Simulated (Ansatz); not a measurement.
Consider the following.

HfO₂:
```xyz
12
Lattice="5.0965 0.0000 0.0000 0.0000 5.1780 0.0000 -0.8806 0.0000 5.1968" Properties=species:S:1:pos:R:3 pbc="T T T"
Hf     0.7888     2.3666     3.6803
Hf     3.4270     2.8115     1.5165
Hf     2.9867     4.9556     4.1149
Hf     1.2292     0.2225     1.0819
O      1.4158     3.8411     5.0930
O      2.8001     1.3369     0.1038
O      2.3597     1.2521     2.7023
O      1.8561     3.9259     2.4946
O      0.0632     1.7473     1.7709
O      4.1527     3.4308     3.4259
O      4.5930     4.3363     0.8275
O     -0.3772     0.8418     4.3693
```

This is the PBEsol-relaxed structure. Tensor components refer to the Cartesian frame of this cell.

**Question.** All from PBEsol in the plane-wave PAW code Ansatz, unless another level is named. Give the Born charges (a third of the trace).

**Answer.** Hf +5.15, O -2.60 to -2.55 e.

**Question.** Next, the electronic dielectric constant ε∞ (DFPT)?

**Answer.** 5.04 (xx), 5.07 (yy), 4.75 (zz).

Space group P2_1/c. The cell was relaxed with PBEsol under the symmetry of its start. The run is not spin-polarised. Spin–orbit coupling is left out wherever it is not named.

Potentials: the earlier of the program's two PAW sets. The files were generated under PBE; for other functionals the program regenerates the frozen cores, and for LDA and PBEsol the local potential too.
